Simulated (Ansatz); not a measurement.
In$_{2}$TeO$_{2}$:
```cif
data_In2O2Te
_chemical_formula_sum 'In2 Te1 O2'
_space_group_name_H-M_alt 'P-3m1'
_space_group_IT_number 164
_space_group_name_Hall '-P 3 2"'
_cell_length_a 3.74241
_cell_length_b 3.74241
_cell_length_c 7.18693
_cell_angle_alpha 90.000
_cell_angle_beta 90.000
_cell_angle_gamma 120.000
loop_
_atom_site_label
_atom_site_type_symbol
_atom_site_symmetry_multiplicity
_atom_site_Wyckoff_symbol
_atom_site_fract_x
_atom_site_fract_y
_atom_site_fract_z
_atom_site_occupancy
In1 In 2 d 0.33333 0.66667 0.19179 1
Te1 Te 1 b 0.00000 0.00000 0.50000 1
O1 O 2 d 0.66667 0.33333 0.11918 1
```

This is the PBEsol-relaxed structure.

Question: All from the program Ansatz at the PBEsol level (PAW), unless another level is named. Estimate the bulk modulus (Birch–Murnaghan fit).

Answer: 96.1 GPa.

Question: Predict the highest zone-centre frequency.

Answer: 437 cm^-1.

The start of the workflow was typed in or built on a structure type; neither database checked (COD, Materials Project) lists it. Its standing as an ambient phase is unchecked. The cell was relaxed with PBEsol under the symmetry of its start; its stability against distortions is not shown here. As this level gives no gap, phonon frequencies hold no LO–TO term and depend on the k-mesh and smearing (Fermi–Dirac, 0.1 eV here). Spin–orbit coupling is left out wherever it is not named.

Potentials: the earlier of the program's two PAW sets. The files were generated under PBE; for other functionals the program regenerates the frozen cores, and for LDA and PBEsol the local potential too.
